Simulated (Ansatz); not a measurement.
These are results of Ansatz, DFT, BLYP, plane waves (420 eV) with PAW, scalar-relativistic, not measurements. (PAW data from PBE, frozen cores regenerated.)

An element in the simple cubic structure gives this curve. The cell is scaled uniformly from the relaxed one, with fractional coordinates and shape fixed. Energies are extrapolated to zero smearing, pressures are those at the given smearing. Magnetic state: spin not included.

```json
{"V (Å³/atom)": "13.365", "E − E₀ (meV/atom)": "105.0", "P (GPa)": "20.86"}
{"V (Å³/atom)": "13.973", "E − E₀ (meV/atom)": "44.2", "P (GPa)": "12.72"}
{"V (Å³/atom)": "14.580", "E − E₀ (meV/atom)": "10.8", "P (GPa)": "6.06"}
{"V (Å³/atom)": "15.188", "E − E₀ (meV/atom)": "0.0", "P (GPa)": "0.57"}
{"V (Å³/atom)": "15.795", "E − E₀ (meV/atom)": "7.9", "P (GPa)": "-3.97"}
{"V (Å³/atom)": "16.403", "E − E₀ (meV/atom)": "31.1", "P (GPa)": "-7.71"}
{"V (Å³/atom)": "17.010", "E − E₀ (meV/atom)": "67.0", "P (GPa)": "-10.81"}
```

Task: Which element is it?
A. cobalt
B. rhodium
C. vanadium
D. iron

Result: C. Its fit is V₀ = 15.22 Å³/atom, B₀ = 122 GPa, B₀′ = 3.8.
